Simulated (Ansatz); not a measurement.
Total density of states per atom from the program Ansatz at the r²SCAN level (PAW), in 0.25 eV bins, energy from the Fermi level:

```
E (eV)  states/eV/atom
------  --------------
-7.85             0.17
-7.60             0.18
-7.35             0.20
-7.10             0.23
-6.85             0.31
-6.60             0.29
-6.35             0.28
-6.10             0.32
-5.85             0.32
-5.60             0.31
-5.35             0.35
-5.10             0.31
-4.85             0.31
-4.60             0.33
-4.35             0.34
-4.10             0.38
-3.85             0.51
-3.60             0.50
-3.35             0.48
-3.10             0.52
-2.85             0.53
-2.60             0.58
-2.35             0.57
-2.10             0.61
-1.85             0.63
-1.60             0.68
-1.35             0.46
-1.10             0.21
-0.85             0.11
-0.60             0.03
-0.35             0.02
-0.10             0.01
0.15              0.02
0.40              0.10
0.65              0.23
0.90              0.40
1.15              0.58
1.40              0.61
1.65              0.57
1.90              0.51
2.15              0.65
2.40              0.71
2.65              0.60
2.90              0.53
3.15              0.51
3.40              0.49
3.65              0.52
3.90              0.53
4.15              0.53
4.40              0.58
4.65              0.62
```

Q: Which compound is it?
(A) ZrSi2, fluorite
(B) Ce2CuSi3, P-6m2 (Pearson symbol hP6)
(C) Ta2Si, I4/mcm (Ta on 8h, Si on 4a)
(D) Si, P6_422 (Si on 3c)

A: D, Si, P6_422 (Si on 3c). Within 0.5 eV of the Fermi level: Si 3p 67 %, Si 3s 21 %, outside the projected shells 13 %. Projections are on Löwdin-orthogonalised atomic valence shells; empty p or d shells of many metals are not among them.

The start of the workflow was typed in or built on a structure type; neither database checked (COD, Materials Project) lists it. It is not the phase usual at ambient conditions (space group No. 227). The r²SCAN relaxation kept the symmetry of its start; whether a distortion lowers the energy is not shown.

Potentials: the later of the program's two PAW sets.
